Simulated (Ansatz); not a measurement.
LaSb:
```
LaSb
1.0
    0.00000     3.22629     3.22629
    3.22629     0.00000     3.22629
    3.22629     3.22629     0.00000
La Sb
1 1
Direct
  0.00000   0.00000   0.00000
  0.50000   0.50000   0.50000
```

Relaxed with PBEsol. Special points in fractions of this cell's reciprocal vectors: Γ (0.000, 0.000, 0.000); X (0.500, 0.000, 0.500); U (0.625, 0.250, 0.625); K (0.375, 0.375, 0.750); L (0.500, 0.500, 0.500); W (0.500, 0.250, 0.750).

**Question.** List the band energies nearest the Fermi level at these points for DFT-PBEsol with spin–orbit coupling in the program Ansatz with PAW potentials.

**Answer.** In eV from the Fermi level; about four levels below and three above (degenerate sets whole), none deeper than 8.9 eV; points with the same levels are listed once.

```csv
k,below,above
Γ,-0.18 -0.18,0.40 0.40 0.40 0.40
X,-0.31 -0.31 -0.02 -0.02,2.10 2.10 2.10 2.10
U,-1.49 -1.49 -0.98 -0.98,1.02 1.02 2.06 2.06 2.06 2.06
L,-1.78 -1.78 -1.54 -1.54,1.84 1.84 2.04 2.04
W,-1.38 -1.38 -1.35 -1.35,1.73 1.73 1.74 1.74
```

Space group Fm-3m (rock salt). The workflow started from an entry of the Crystallography Open Database (COD). Its standing as an ambient phase is unchecked. The cell was relaxed with PBEsol under the symmetry of its start; of distortions, only those at the zone centre were tested.

Potentials: the later of the program's two PAW sets.
